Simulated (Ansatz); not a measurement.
The relaxed structure here is a generated cell of ScSi: the first start was made by placing the elements on the sites of a structure type, and the end was not matched to a known phase here, so it may be hypothetical.

A relaxed cell of ScSi (C2/m (No. 12)), relaxed on a k-mesh at least as fine as the one used below. All values below come from PBE (plane waves to 420 eV, PAW, scalar-relativistic; Ansatz, a first-principles code). Γ-centred k-mesh 9×9×3 on the run's cell (coarser than for final values), Fermi–Dirac smearing 0.05 eV.

```xyz
8
Lattice="2.7323 -2.7687 0.0000 2.7323 2.7687 0.0000 -3.0257 0.0000 10.3279" Properties=species:S:1:pos:R:3 pbc="T T T"
Sc    -0.0538     0.0000     4.0505
Sc    -1.5667     0.0000     9.2145
Sc     4.0056     0.0000     1.1134
Sc     2.4928     0.0000     6.2774
Si     1.2913     0.0000     1.6062
Si    -0.2216     0.0000     6.7702
Si     2.6605     0.0000     3.5577
Si     1.1477     0.0000     8.7217
```

The atoms are displaced along an unstable phonon of this cell by (Å):

| atom | ux | uy | uz |
|---|---|---|---|
| Sc1 | 0.000 | -0.146 | 0.000 |
| Sc2 | 0.000 | 0.146 | 0.000 |
| Sc3 | 0.000 | 0.146 | 0.000 |
| Sc4 | 0.000 | -0.146 | 0.000 |
| Si5 | 0.000 | 0.150 | 0.000 |
| Si6 | 0.000 | -0.150 | 0.000 |
| Si7 | 0.000 | -0.150 | 0.000 |
| Si8 | 0.000 | 0.150 | 0.000 |

What forces (eV/Å) and pressure result?


```tsv
atom	Fx	Fy	Fz
Sc1	-0.03	-0.26	-0.06
Sc2	-0.03	0.26	-0.06
Sc3	0.03	0.26	0.06
Sc4	0.03	-0.26	0.06
Si5	0.04	0.15	0.17
Si6	0.04	-0.15	0.17
Si7	-0.04	-0.15	-0.17
Si8	-0.04	0.15	-0.17
```

Pressure -0.6 GPa.

The undisplaced cell is probably no minimum: from this displacement the run went on to I4₁/amd (No. 141), 0.24 eV/atom below it.

No spin polarisation in the result.
